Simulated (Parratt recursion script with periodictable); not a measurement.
Interface roughness in an EUV mirror: Si/Mo multilayer on Si

| layer, from the top | thickness (Å) | density (g/cm³) | rms roughness of its top face (Å) | δ at 13.5 nm | β at 13.5 nm |
|---|---|---|---|---|---|
| Si (in each period) | 37.8 | 2.313 | varied | 9.927 × 10⁻⁴ | 0.001813 |
| Mo (in each period) | 30.9 | 10.026 | varied | 0.07476 | 0.006314 |
| Si (substrate) | – | 2.313 | 5 | 9.927 × 10⁻⁴ | 0.001813 |

The refractive index is n = 1 − δ + iβ; the runs take δ and β at each wavelength of the scan. Vacuum lies above.

Densities are inputs, not measurements. They were set from computed cells of the Materials Project: Si from entry mp-149 (Fd-3m, 2.313 g/cm³); Mo from entry mp-129 (Im-3m, 10.026 g/cm³). A layer's crystal structure does not enter its constants, only its composition and density.

Method: EUV and soft X-ray reflectivity, Parratt recursion, Névot-Croce roughness, Henke tables (Parratt recursion script with periodictable 1.7.1).

Light falls at α = 6° from the surface normal. It is s-polarised. The wavelength is scanned from 12.42 to 14.58 nm in 161 evenly spaced points, without smoothing. The peak is the highest scan point; its wavelength and height come from a parabola through R at that point and its two neighbours.

The pair is repeated 10 times. The runs differ only in σ, the roughness on top of both layers of each period; the substrate's stays as listed.

```
σ (Å)  peak λ (nm)  peak R (%)
-----  -----------  ----------
3           13.295        30.2
5           13.296        27.4
6           13.297           ?
```

**Question.** Estimate the peak reflectivity at σ = 6 Å from a line of ln R against σ², and compare with the factor exp[−(2πσ/D)²] for one weak reflection.

**Answer.** With R₀ = 30.2 % of the first row, ln(R/R₀) is 0.0000 at σ² = 9, −0.0973 at σ² = 25 Å². The line through them has slope −0.00608 Å⁻² and intercept 0.0547, which gives 25.6 % at σ² = 36 Å². For D = 68.7 Å, (2π/D)² = 0.00836 Å⁻², and that slope from the first row gives 24.1 %.

The run gave 25.6 %, so the line misses by 0.0 points. The fitted slope is 0.73 of (2π/D)² in size.
